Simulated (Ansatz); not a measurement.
**SnC2: rattling a relaxed structure**

The cell was found from a structure generator's guess, not taken from experiment.

The calculation used DFT PBE, scalar-relativistic, plane waves, PAW in Ansatz 0.2.0. Settings: cutoff 420 eV, Γ-centred mesh 18×18×12 on the computed 3-atom cell, Gaussian smearing of 0.10 eV; no spin polarisation.

The cell below (3 atoms, space group P-6m2 (No. 187)) is relaxed within its symmetry.

```yaml
crystal:
  lattice:
    - [3.36621, 0.00000, 0.00000]
    - [-1.68311, 2.91522, 0.00000]
    - [0.00000, 0.00000, 4.17215]
  atoms:
    - { symbol: Sn, position: [0.00000, 0.00000, 0.00000] }
    - { symbol: C, position: [0.66667, 0.33333, 0.65728] }
    - { symbol: C, position: [0.66667, 0.33333, 0.34272] }
```

For the test a repeat of it with 6 atoms (edges 3.37, 4.17, 5.83 Å) was strained at random (σ = 1.5 % a component), the atoms were moved at random (σ = 0.15 Å), and all was relaxed again on a coarse 6×6×4 mesh (in the run’s order of axes) with 0.20 eV smearing, with no symmetry imposed.

Question: What happens?

Answer: It returns, within 1 meV/atom of the unmoved cell on that mesh and with the same symmetry when read at 0.1 Å (Cm at 0.01 Å, so small strains and shifts remain). No instability shows in this cell; modes of other wave vectors, which need another repeat, aren't tested.
